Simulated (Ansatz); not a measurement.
Input file for Ansatz (a first-principles code):

Ansatz 0.2 input:
```yaml
crystal:
  lattice:
    - [4.1646900683, 0.0, 0.0]
    - [-2.0823450341, 3.606727398, 0.0]
    - [0.0, 0.0, 6.768053872]
  atoms:
    - { symbol: Cd, position: [0.6666666667, 0.3333333333, 0.5000657877] }
    - { symbol: Cd, position: [0.3333333333, 0.6666666667, 0.0000657877] }
    - { symbol: S, position: [0.6666666667, 0.3333333333, 0.8769342123] }
    - { symbol: S, position: [0.3333333333, 0.6666666667, 0.3769342123] }
kpoints:
  mp_grid: { grid: [8, 8, 4] }
hamiltonian:
  xc: r2scan
  pseudopotentials: { azcp: { folder: ./paw }, kind: paw }
scf:
  occupations: { method: fixed }
checkpoint: { read: static.run }
output: { write_density: true, elf: true, volumetric_format: npy }
basis: { fft_grid_basis: typed }
```

Output (shortened):

```
Pseudopotentials: kind: paw
Pseudopotential: Cd, paw, valence charge 20
Pseudopotential: S, paw, valence charge 6
Functional definition: r2SCAN
Crystal: 4 atoms, lattice volume = 101.662 Å³
Basis set: ecut = 500 eV, 2575 PW (Γ), exchange–correlation on 128×128×200 points (64 copies of the dense FFT grid, shifted against one another)
Bands: 32, of which v1, the nominal top of the filled ones, is band 26 counted from 1 (25 counted from 0)
Symmetry: 12 space group operations
Space group: P63mc (ITA 186), of the structure as read, at distance tolerance 4.7e-5 Å
k-points: 30 of 256 (time reversal used)
PAW frozen core: Cd, regenerated for the run's functional
PAW frozen core: S, regenerated for the run's functional
Initial density: read from a saved state, or passed on in memory by an earlier SCF of this step, an earlier step, the calling program or the single point that …
Stability of the state it starts from, as read at its close in the unpolarized treatment …
Initial wavefunctions: pseudopotential atomic-orbital guess
Eigensolver: davidson
Functional: x = r2scan, c = r2scan; τ floored in thin density (d = 2e-4 eV/Å³)
iter 1 solved again at ethr=4.15e-7 eV; its pass at ethr=3.10e-3 eV (dr2=2.16e-4 eV) is discarded
SCF iter   1: F=—  HF=-18351.350844 eV  |F-HF|=—  |Δ(HF+E_count)|=         —  Δρ=1.85e-6  dr2=2.58e-9  dr2_τ=1.20e-10  ethr=4.15e-7  ⟨swp⟩=4.0  Hψ=6118  notcnv=0  defer=120
all-band conjugate gradients solve this SCF's bands
preconditioner: auto → Resta (q_TF=auto, 2.440 Å⁻¹)
SCF iter   2: F=—  HF=-18351.350851 eV  |F-HF|=—  |Δ(HF+E_count)|=   7.12e-6  Δρ=9.97e-7  dr2=7.16e-10  dr2_τ=2.27e-10  ethr=4.96e-12  ⟨swp⟩=12.2  Hψ=5730  notcnv=0
SCF iter   3: F=-18351.350851 eV  HF=-18351.350851 eV  |F-HF|=1.16e-10  |Δ(HF+E_count)|=  1.02e-10  Δρ=5.87e-7  dr2=2.52e-10  dr2_τ=1.26e-11  ethr=1.38e-12  ⟨swp⟩=1.0  Hψ=2663  notcnv=0
SCF 1 converged in 3 iterations: F = -18351.350851 eV  dr2 = 2.52e-10
SCF converged after 3 iterations
Free energy (F): -18351.350851 eV
Harris-Foulkes:  -18351.350851 eV  (|F-HF|=1.16e-10)
Internal energy: -18351.350851 eV  (E = F + TS)
E sigma→0 (E₀):  -18351.350851 eV
Fermi energy:    6.303807 eV
--- Per-component energies (eV) ---
  E_band       = -1081.749800
  E_kinetic    = 1091.355656
  E_local      = -8164.936018  (includes V_loc(G=0)·N_el)
  E_nonlocal   = 311.750456
  E_hartree    = 3716.017774
  E_xc         = -464.751074
  E_vxc        = -610.821064  (∫ρ·V_xc dr)
  E_paw        = -9477.941930  (= ΣΔE_a)
  E_vpaw       = -1179.261496  (= ΣTr[D̂ρ^β])
  E_aug_tail   = 0.000016  (compensation charges beyond the density's cutoff)
  E_vtau       = 38.126667  (kinetic-family band-sum trace: ∫τ·v_τ [+ j·A + Jᵃ·Aᵃ] dr)
  E_ewald      = -5361.496668
  E_core_change = -1.349063  (= ΣΔE_core)
  E_smearing   =  0.000000  (= −TS)
  E_closure    =  0.000000  (closes the sum)
  Σ components = -18351.350851   (vs F -18351.350851, Δ=0.00e0)
  [band-id]    e_kinetic+e_local+e_nonlocal+2·e_hartree+e_vxc+e_vpaw+e_augmentation_tail+e_vtau = -1081.750237   (vs E_band -1081.749800, Δ=-4.37e-4)
--- Band table (eV; the first three rows and the last of 30) ---
  k-point 0: bands = ["-97.7117", "-97.7117", "-57.8662", "-57.8657", "-57.8657", "-57.8656", "-57.8656", "-57.8656", "-6.4135", "-5.9991", "-1.5773", "-1.5723", "-1.5723", "-1.4867", "-1.4867", "-1.1551", "-1.1551", "-1.0694", "-1.0694", "-0.7315", "2.0186", "5.5633", "5.5633", "6.2643", "6.3038", "6.3038", "7.9307", "9.5264", "13.2787", "13.2787", "13.6033", "14.3768"]
  k-point 1: bands = ["-97.7118", "-97.7118", "-57.8661", "-57.8657", "-57.8657", "-57.8657", "-57.8656", "-57.8656", "-6.3513", "-6.0574", "-1.5628", "-1.5628", "-1.5274", "-1.5024", "-1.5024", "-1.1400", "-1.1400", "-1.0793", "-1.0793", "-0.9852", "2.6166", "5.3315", "5.6663", "5.6663", "6.1894", "6.1894", "8.7668", "9.6017", "13.0867", "13.3395", "13.3395", "13.7731"]
  k-point 2: bands = ["-97.7117", "-97.7117", "-57.8659", "-57.8659", "-57.8657", "-57.8657", "-57.8657", "-57.8657", "-6.2024", "-6.2024", "-1.5356", "-1.5356", "-1.5356", "-1.5356", "-1.3396", "-1.3396", "-1.1071", "-1.1071", "-1.1071", "-1.1071", "3.9019", "3.9019", "5.9221", "5.9221", "5.9221", "5.9221", "9.5664", "9.5664", "12.8988", "12.8988", "13.6114", "13.6114"]
  k-point 29: bands = ["-97.7117", "-97.7117", "-57.8661", "-57.8661", "-57.8659", "-57.8659", "-57.8657", "-57.8657", "-5.9089", "-5.9089", "-1.3939", "-1.3939", "-1.3680", "-1.3680", "-1.1676", "-1.1676", "-1.1184", "-1.1184", "-0.6084", "-0.6084", "2.3624", "2.3624", "4.0392", "4.0392", "5.1959", "5.1959", "11.0440", "11.0440", "12.6758", "12.6758", "13.2918", "13.2918"]
  band table: 32 of 32 bands, residual norms ≤ 1.0e-3 eV
```

Cost: around 9 core-seconds (rough) on shared cores.

Space group P6_3mc (wurtzite). The r²SCAN relaxation kept the symmetry of its start. Scalar-relativistic: spin–orbit coupling is off unless named, which matters more the heavier the elements.

Potentials: the earlier of the program's two PAW sets. The files were generated under PBE; for other functionals the program regenerates the frozen cores, and for LDA and PBEsol the local potential too.

Ansatz is a plane-wave DFT program.
